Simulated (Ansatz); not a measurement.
W:
```yaml
crystal:
  lattice:
    - [-1.58118, 1.58118, 1.58118]
    - [1.58118, -1.58118, 1.58118]
    - [1.58118, 1.58118, -1.58118]
  atoms:
    - { symbol: W, position: [0.00000, 0.00000, 0.00000] }
```

Relaxed with DFT-r²SCAN+D4 in the program Ansatz with PAW potentials. Indices refer to the conventional cell of Im-3m, a = 3.1624 Å, b = 3.1624 Å, c = 3.1624 Å, α = 90.00°, β = 90.00°, γ = 90.00°.

Q: Simulate the powder diffraction pattern (Co Kα, λ = 1.79026 Å; lines above 1 %) up to 2θ = 90°.

A: Simulated powder pattern, Co Kα, λ = 1.79026 Å (kinematic, ideal powder, no thermal factors, no anomalous dispersion; the 30 strongest lines at most, above 1 %, up to 2θ = 90°):

| 2θ (°) | d (Å) | I/Imax (%) | hkl |
|---|---|---|---|
| 47.19 | 2.236 | 100 | (110) |
| 68.96 | 1.581 | 17 | (200) |
| 87.79 | 1.291 | 39 | (211) |

The r²SCAN+D4 relaxation kept the symmetry of its start. The run is not spin-polarised. The pairwise dispersion correction was not fitted to metals. Spin–orbit coupling is left out wherever it is not named.

Potentials: the later of the program's two PAW sets.
